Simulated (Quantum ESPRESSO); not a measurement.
## Band energies of Tl

```xyz
2
Lattice="3.4973 0.0000 0.0000 -1.7487 3.0288 0.0000 0.0000 0.0000 5.6466" Properties=species:S:1:pos:R:3 pbc="T T T"
Tl     0.0000     2.0192     1.4116
Tl     1.7487     1.0096     4.2349
```

PBEsol (Quantum ESPRESSO, PseudoDojo norm-conserving, 62 Ry, scalar-relativistic); path ΓMKΓALHA,LM,KH; energies in eV from the Fermi level.

| k (1/Å) | point | band 9 | band 10 | band 11 | band 12 | band 13 | band 14 | band 15 | band 16 |
|---|---|---|---|---|---|---|---|---|---|
| 0.00 | Γ | -11.04 | -11.04 | -9.75 | -5.22 | -2.71 | 7.81 | 7.81 | 9.75 |
| 0.23 |  | -11.08 | -11.03 | -9.53 | -5.07 | -2.42 | 5.61 | 6.91 | 8.26 |
| 0.58 |  | -11.17 | -11.01 | -8.31 | -4.30 | -1.03 | 1.11 | 4.52 | 5.00 |
| 0.92 |  | -11.00 | -11.00 | -6.19 | -4.22 | -0.99 | 0.96 | 1.00 | 3.96 |
| 1.04 | M | -11.00 | -10.99 | -5.70 | -4.61 | -0.80 | 0.45 | 1.33 | 3.67 |
| 1.28 |  | -11.01 | -11.01 | -5.52 | -4.48 | -0.73 | 0.73 | 1.62 | 2.43 |
| 1.64 | K | -11.07 | -11.04 | -4.57 | -4.57 | -1.19 | 1.63 | 1.63 | 2.69 |
| 1.96 |  | -11.03 | -11.01 | -6.53 | -3.69 | 0.16 | 0.25 | 0.83 | 3.54 |
| 2.29 |  | -11.17 | -11.02 | -8.46 | -4.39 | -1.19 | 2.24 | 3.08 | 6.41 |
| 2.62 |  | -11.08 | -11.03 | -9.55 | -5.09 | -2.45 | 5.94 | 6.60 | 8.87 |
| 2.83 | Γ | -11.04 | -11.04 | -9.75 | -5.22 | -2.71 | 7.81 | 7.81 | 9.75 |
| 3.17 |  | -11.07 | -11.07 | -9.27 | -7.10 | 0.12 | 6.34 | 8.18 | 8.18 |
| 3.39 | A | -11.13 | -11.13 | -8.40 | -8.40 | 3.06 | 3.06 | 8.74 | 8.74 |
| 3.49 |  | -11.14 | -11.14 | -8.35 | -8.35 | 3.09 | 3.09 | 8.21 | 8.21 |
| 3.81 |  | -11.14 | -11.14 | -7.66 | -7.66 | 3.06 | 3.06 | 4.90 | 4.90 |
| 4.12 |  | -11.07 | -11.07 | -6.19 | -6.19 | 0.08 | 0.08 | 5.15 | 5.15 |
| 4.43 | L | -11.00 | -11.00 | -4.73 | -4.73 | -2.14 | -2.14 | 5.45 | 5.45 |
| 4.73 |  | -11.01 | -11.01 | -4.51 | -4.51 | -1.69 | -1.69 | 2.51 | 2.51 |
| 5.03 | H | -11.03 | -11.03 | -4.13 | -4.13 | -0.81 | -0.81 | 0.24 | 0.24 |
| 5.21 |  | -11.01 | -11.01 | -4.55 | -4.55 | -0.78 | -0.78 | 1.04 | 1.04 |
| 5.49 |  | -11.01 | -11.01 | -6.13 | -6.13 | 0.82 | 0.82 | 3.09 | 3.09 |
| 5.76 |  | -11.11 | -11.11 | -7.49 | -7.49 | 2.99 | 2.99 | 4.82 | 4.82 |
| 6.04 |  | -11.14 | -11.14 | -8.25 | -8.25 | 3.15 | 3.15 | 7.42 | 7.42 |
| 6.22 | A | -11.13 | -11.13 | -8.40 | -8.40 | 3.06 | 3.06 | 8.74 | 8.74 |
| 6.22 | L | -11.00 | -11.00 | -4.73 | -4.73 | -2.14 | -2.14 | 5.45 | 5.45 |
| 6.50 |  | -10.99 | -10.99 | -5.43 | -4.44 | -2.00 | -0.74 | 3.27 | 4.31 |
| 6.78 | M | -11.00 | -10.99 | -5.70 | -4.61 | -0.80 | 0.45 | 1.33 | 3.67 |
| 6.78 | K | -11.07 | -11.04 | -4.57 | -4.57 | -1.19 | 1.63 | 1.63 | 2.69 |
| 7.00 |  | -11.06 | -11.06 | -4.44 | -4.44 | -0.94 | 0.42 | 0.42 | 1.99 |
| 7.34 | H | -11.03 | -11.03 | -4.13 | -4.13 | -0.81 | -0.81 | 0.24 | 0.24 |

A metal at this level: along this path bands 13, 14, 15 cross the Fermi level.

Spin-orbit coupling is left out; for elements this heavy it splits bands near the Fermi level.

Geometry of the Materials Project entry, not relaxed at this level.
